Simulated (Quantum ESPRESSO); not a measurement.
GaZn3Nb2TaRh, input and log of a self-consistent run

Simulated, not a measurement. The program is pw.x of Quantum ESPRESSO 7.5 (plane-wave density functional theory). The cell is made up: eight metal atoms on a face-centred cubic lattice, with elements, volume, strain and displacements drawn at random and not relaxed, so it may be unstable or far from any real phase. PseudoDojo standard norm-conserving files set the functional (PBE unless stated); there is no spin polarisation or spin-orbit coupling, the Fermi-Dirac width of 0.25 eV means electrons at about 2900 K, and the masses in the input are unused placeholders. Heavy elements are run without spin-orbit coupling, which real alloys of them have. A spin test at this wide smearing found no moment, but such smearing suppresses magnetism that the real alloy may have.

Input:

```
&control calculation='scf', pseudo_dir='./dojo.nc.sr.pbe.v0_5.standard.upf', outdir='./o', disk_io='minimal', tprnfor=.true., tstress=.true. /
&system ibrav=0, nat=8, ntyp=5, nbnd=78, ecutwfc=87.97787729, nosym=.true., tot_charge=0,
 occupations='smearing', smearing='fd', degauss=0.0183746611
/
&electrons conv_thr=1.470e-08, electron_maxstep=70, mixing_beta=0.5 /
ATOMIC_SPECIES
Ga 1.0 Ga.upf
Nb 1.0 Nb.upf
Rh 1.0 Rh.upf
Ta 1.0 Ta.upf
Zn 1.0 Zn.upf
CELL_PARAMETERS angstrom
-1.9688 -4.0327 -1.9636
-4.0177 2.0437 1.989
-0.0012 4.0323 -3.9253
ATOMIC_POSITIONS angstrom
Ga 0.0742 -0.0089 0.018
Zn 0.0283 1.9739 -1.9573
Nb -1.9711 1.956 -0.0542
Ta -2.0548 4.0209 -2.0009
Zn -2.0103 -0.0991 -2.0497
Rh -1.9328 2.142 -3.9004
Zn -3.9993 0.0103 0.0424
Nb -3.9374 2.0712 -2.004
K_POINTS automatic
5 5 5 1 1 1
```

The log is shortened where brackets say so; the opening notice, blank lines, dates and the lines on written files are dropped, and the path of the files is cut. It prints rydbergs, bohrs and kilobars, and counts compression as positive stress. Its total energy is the free energy E - TS of the whole cell.

```
     Program PWSCF v.7.5
     Parallel version (MPI & OpenMP), running on       4 processor cores
     Number of MPI processes:                 4
     Threads/MPI process:                     1
     [start-up lines left out]
     bravais-lattice index     =            0
     lattice parameter (alat)  =       9.2567  a.u.
     unit-cell volume          =     857.0311 (a.u.)^3
     number of atoms/cell      =            8
     number of atomic types    =            5
     number of electrons       =       129.00
     number of Kohn-Sham states=           78
     kinetic-energy cutoff     =      87.9779  Ry
     charge density cutoff     =     351.9115  Ry
     scf convergence threshold =      1.5E-08
     mixing beta               =       0.5000
     number of iterations used =            8  plain     mixing
     Exchange-correlation= PBE
                           (   1   4   3   4   0   0   0)
     [axes and pseudopotential details left out]
   Cartesian axes
     site n.     atom                  positions (alat units)
         1        Ga     tau(   1) = (   0.0151477  -0.0018169   0.0036747  )
         2        Zn     tau(   2) = (   0.0057774   0.4029663  -0.3995774  )
         3        Nb     tau(   3) = (  -0.4023946   0.3993120  -0.0110648  )
         4        Ta     tau(   4) = (  -0.4194818   0.8208557  -0.4084782  )
         5        Zn     tau(   5) = (  -0.4103972  -0.0202310  -0.4184406  )
         6        Rh     tau(   6) = (  -0.3945758   0.4372834  -0.7962559  )
         7        Zn     tau(   7) = (  -0.8164461   0.0021027   0.0086558  )
         8        Nb     tau(   8) = (  -0.8038094   0.4228298  -0.4091111  )
     number of k points=    63  Fermi-Dirac smearing, width (Ry)=  0.0184
                       cart. coord. in units 2pi/alat
        k(    1) = (  -0.1689308   0.0144941  -0.1098503), wk =   0.0320000
        k(    2) = (  -0.1998492   0.1055601  -0.2658747), wk =   0.0320000
     [further k points left out]
     Dense  grid:    95577 G-vectors     FFT dimensions: (  60,  60,  64)
     Estimated max dynamical RAM per process >     413.89 MB
     Estimated total dynamical RAM >       1.55 GB
     Initial potential from superposition of free atoms
     starting charge     128.9907, renormalised to     129.0000
     Starting wfcs are   79 randomized atomic wfcs
     total cpu time spent up to now is        5.8 secs
     per-process dynamical memory:   324.6 Mb
     Self-consistent Calculation
     iteration #  1     ecut=    87.98 Ry     beta= 0.50
     Davidson diagonalization with overlap
     ethr =  1.00E-02,  avg # of iterations =  5.5
     Threshold (ethr) on eigenvalues was too large:
     Diagonalizing with lowered threshold
     Davidson diagonalization with overlap
     ethr =  9.04E-04,  avg # of iterations =  1.2
     total cpu time spent up to now is       33.8 secs
     total energy              =   -2020.65385383 Ry
     estimated scf accuracy    <       1.18154557 Ry
     iteration #  2     ecut=    87.98 Ry     beta= 0.50
     Davidson diagonalization with overlap
     ethr =  9.16E-04,  avg # of iterations =  3.6
     total cpu time spent up to now is       49.0 secs
     total energy              =   -2020.71078588 Ry
     estimated scf accuracy    <       3.86368343 Ry
     iteration #  3     ecut=    87.98 Ry     beta= 0.50
     Davidson diagonalization with overlap
     ethr =  9.16E-04,  avg # of iterations =  2.5
     total cpu time spent up to now is       62.4 secs
     total energy              =   -2021.08539934 Ry
     estimated scf accuracy    <       0.74335580 Ry
     iteration #  4     ecut=    87.98 Ry     beta= 0.50
     Davidson diagonalization with overlap
     ethr =  5.76E-04,  avg # of iterations =  2.0
     total cpu time spent up to now is       74.6 secs
     total energy              =   -2021.16971230 Ry
     estimated scf accuracy    <       0.10796770 Ry
     iteration #  5     ecut=    87.98 Ry     beta= 0.50
     Davidson diagonalization with overlap
     ethr =  8.37E-05,  avg # of iterations =  2.7
     total cpu time spent up to now is       87.8 secs
     total energy              =   -2021.17882427 Ry
     estimated scf accuracy    <       0.02818729 Ry
     [iterations 6 to 8 left out]
     iteration #  9     ecut=    87.98 Ry     beta= 0.50
     Davidson diagonalization with overlap
     ethr =  9.11E-08,  avg # of iterations =  2.0
     total cpu time spent up to now is      138.8 secs
     total energy              =   -2021.18531960 Ry
     estimated scf accuracy    <       0.00000640 Ry
     iteration # 10     ecut=    87.98 Ry     beta= 0.50
     Davidson diagonalization with overlap
     ethr =  4.96E-09,  avg # of iterations =  2.6
     total cpu time spent up to now is      152.1 secs
     total energy              =   -2021.18532033 Ry
     estimated scf accuracy    <       0.00000099 Ry
     iteration # 11     ecut=    87.98 Ry     beta= 0.50
     Davidson diagonalization with overlap
     ethr =  7.65E-10,  avg # of iterations =  2.3
     total cpu time spent up to now is      165.8 secs
     total energy              =   -2021.18532048 Ry
     estimated scf accuracy    <       0.00000018 Ry
     iteration # 12     ecut=    87.98 Ry     beta= 0.50
     Davidson diagonalization with overlap
     ethr =  1.41E-10,  avg # of iterations =  2.1
     total cpu time spent up to now is      178.4 secs
     total energy              =   -2021.18532051 Ry
     estimated scf accuracy    <       0.00000002 Ry
     iteration # 13     ecut=    87.98 Ry     beta= 0.50
     Davidson diagonalization with overlap
     ethr =  1.58E-11,  avg # of iterations =  2.5
     total cpu time spent up to now is      191.8 secs
     End of self-consistent calculation
     [lines on levels left out]
!    total energy              =   -2021.18532051 Ry
     estimated scf accuracy    <          5.2E-09 Ry
     smearing contrib. (-TS)   =      -0.08628020 Ry
     internal energy E=F+TS    =   -2021.09904031 Ry
     The total energy is F=E-TS. E is the sum of the following terms:
     one-electron contribution =   -1016.31262232 Ry
     hartree contribution      =     577.51232580 Ry
     xc contribution           =    -296.48925576 Ry
     ewald contribution        =   -1285.80948803 Ry
     convergence has been achieved in  13 iterations
     Forces acting on atoms (cartesian axes, Ry/au):
     atom    1 type  1   force =    -0.01876976    0.00918120   -0.00890293
     atom    2 type  5   force =     0.00444886   -0.00096517   -0.00204964
     atom    3 type  2   force =    -0.00165216    0.01968313    0.02155055
     atom    4 type  4   force =     0.04326738    0.00160949   -0.00039023
     atom    5 type  5   force =     0.00764792    0.01586327    0.00995462
     atom    6 type  3   force =     0.00481494   -0.02376973   -0.00138207
     atom    7 type  5   force =    -0.00886745    0.01187996   -0.02449096
     atom    8 type  2   force =    -0.03088974   -0.03348215    0.00571065
     Total force =     0.084835     Total SCF correction =     0.000290
     Computing stress (Cartesian axis) and pressure
          total   stress  (Ry/bohr**3)                   (kbar)     P=       33.03
   0.00019636   0.00018806  -0.00000539           28.89       27.67       -0.79
   0.00018806   0.00013402  -0.00001561           27.67       19.72       -2.30
  -0.00000539  -0.00001561   0.00034313           -0.79       -2.30       50.48
     init_run     :      5.48s CPU      5.72s WALL (       1 calls)
     electrons    :    180.96s CPU    186.00s WALL (       1 calls)
     forces       :      2.24s CPU      2.26s WALL (       1 calls)
     stress       :      7.32s CPU      7.35s WALL (       1 calls)
     [timing details left out]
     PWSCF        :   3m16.17s CPU   3m21.52s WALL
     JOB DONE.
```

In other units: free energy -27499.627 eV for the cell, pressure 3.30 GPa, largest force component 1.112 eV/Å in size. The run took 203 s of wall time with four MPI processes on a shared machine (Intel Xeon, 2023 or later, virtual cores), so the time is rough. A rerun of this cell at a higher cutoff and on a denser mesh moved values by no more than 0.002 eV in energy, 0.03 GPa in stress and 0.005 eV/Å in force, and a second program with other atomic files agreed on that cell to 2 % rms in force and 0.5 GPa in pressure.